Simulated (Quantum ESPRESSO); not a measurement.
## Mg3Nb2GaWAg (one composition in several site orders)

Simulated, not a measurement. The program is pw.x of Quantum ESPRESSO 7.5 (plane-wave density functional theory). The cell is made up: eight metal atoms on a face-centred cubic lattice, with elements, volume, strain and displacements drawn at random and not relaxed, so it may be unstable or far from any real phase. PseudoDojo standard norm-conserving files set the functional (PBE unless stated); there is no spin polarisation or spin-orbit coupling, the Fermi-Dirac width of 0.25 eV means electrons at about 2900 K, and the masses in the input are unused placeholders. Heavy elements are run without spin-orbit coupling, which real alloys of them have. A spin test at this wide smearing found no moment, but such smearing suppresses magnetism that the real alloy may have.

The runs put one composition on the sites in different orders. Cell, positions, cutoff, mesh and smearing stay as in the input of run 1; sites are counted in its order. Stress in the tables is positive in tension.

Input of run 1:

```
&control calculation='scf', pseudo_dir='./dojo.nc.sr.pbe.v0_5.standard.upf', outdir='./o', disk_io='minimal', tprnfor=.true., tstress=.true. /
&system ibrav=0, nat=8, ntyp=5, nbnd=63, ecutwfc=84.00895049, nosym=.true., tot_charge=0,
 occupations='smearing', smearing='fd', degauss=0.0183746611
/
&electrons conv_thr=1.470e-08, electron_maxstep=70, mixing_beta=0.5 /
ATOMIC_SPECIES
Ag 1.0 Ag.upf
Ga 1.0 Ga.upf
Mg 1.0 Mg.upf
Nb 1.0 Nb.upf
W 1.0 W.upf
CELL_PARAMETERS angstrom
0.0 -2.1504 -2.1504
-4.3009 2.1504 -2.1504
6.4513 6.4513 -4.3009
ATOMIC_POSITIONS angstrom
Mg -0.0137 0.0215 0.0165
Nb 0.0051 2.1083 -2.1416
Mg 0.023 4.3028 -4.3184
Mg 4.3425 4.2466 -4.3202
Ga -2.0897 -0.0055 -2.066
W -2.1615 2.1801 -4.3288
Nb 2.1535 2.1228 -4.2822
Ag 2.1309 4.3765 -6.5003
K_POINTS automatic
8 5 3 1 1 1
```

```
run  elements on sites 1 to 8  free energy less that of run 1 (eV)  -TS (eV)  pressure (GPa)  stress xx (GPa)  stress yy (GPa)  stress zz (GPa)  stress yz (GPa)  stress xz (GPa)  stress xy (GPa)  iterations
  1    Mg Nb Mg Mg Ga W Nb Ag                                0.000    -1.258           -7.32             5.95             7.94             8.05             0.39             0.61            -0.74          16
  2    Ga Mg Ag Mg Nb Mg Nb W                                0.756    -1.383           -8.22             5.98             9.04             9.65             2.20            -0.07            -0.20          15
  3    Mg W Nb Ga Nb Mg Mg Ag                                0.800    -1.340           -7.15             2.91             9.56             8.99            -0.03            -1.53             2.02          16
  4    Mg Nb W Ag Nb Ga Mg Mg                                0.600    -1.388           -8.06             5.59             9.45             9.14             2.23            -0.12             0.61          16
  5    Ag Mg Ga Mg Mg Nb W Nb                                0.812    -1.322           -9.04             5.53            10.69            10.91             0.42            -0.37             0.46          14
  6    Nb W Mg Ag Mg Mg Ga Nb                                1.144    -1.346           -7.66             3.08             9.98             9.92            -0.19            -0.55             0.70          15
```

Forces Fx Fy Fz (eV/Å):

| site | run 1 | run 2 | run 3 | run 4 | run 5 | run 6 |
| --- | --- | --- | --- | --- | --- | --- |
| 1 | 0.76 0.04 -0.10 | 0.09 -0.41 0.37 | 0.18 -0.22 0.24 | 0.39 -0.17 0.20 | 0.35 -0.03 0.01 | 0.17 0.05 -0.10 |
| 2 | -0.06 0.14 -0.12 | 0.02 0.33 -0.16 | -1.06 0.52 -0.56 | -0.80 0.49 -0.53 | 0.15 0.45 -0.32 | 0.30 -0.27 0.41 |
| 3 | -0.01 -0.10 0.14 | 0.14 0.10 -0.07 | 0.00 -0.34 0.40 | -0.51 -1.03 1.09 | -0.01 -0.05 0.06 | 0.26 -0.06 0.12 |
| 4 | -0.46 0.13 0.06 | -0.31 0.22 0.00 | -0.12 0.05 0.03 | -0.13 0.06 0.01 | -0.57 0.22 0.03 | -0.40 0.29 -0.07 |
| 5 | 0.06 0.51 -0.59 | -1.25 -0.12 0.09 | 0.73 0.28 -0.30 | 0.40 0.85 -0.90 | -0.24 0.16 -0.26 | -0.20 0.27 -0.46 |
| 6 | 0.14 0.37 -0.35 | 0.33 -0.16 0.13 | 0.31 -0.22 0.18 | 0.63 0.02 -0.02 | 0.45 0.78 -0.85 | 0.09 -0.28 0.24 |
| 7 | -0.55 -0.90 0.84 | 0.06 0.76 -0.83 | -0.10 0.11 -0.16 | 0.28 0.23 -0.28 | 0.03 -0.11 0.05 | -0.65 0.21 -0.20 |
| 8 | 0.13 -0.19 0.13 | 0.92 -0.72 0.48 | 0.06 -0.18 0.18 | -0.26 -0.46 0.43 | -0.17 -1.42 1.27 | 0.43 -0.20 0.07 |

The sites are displaced and not relaxed, so the energy differences mix bonding between neighbours with strain and are not ordering energies. A rerun of one cell of this series at a higher cutoff and on a denser mesh moved values by no more than 0.004 eV in energy, 0.04 GPa in stress and 0.009 eV/Å in force, and a second program with other atomic files agreed on that cell to 2 % rms in force and 0.5 GPa in pressure.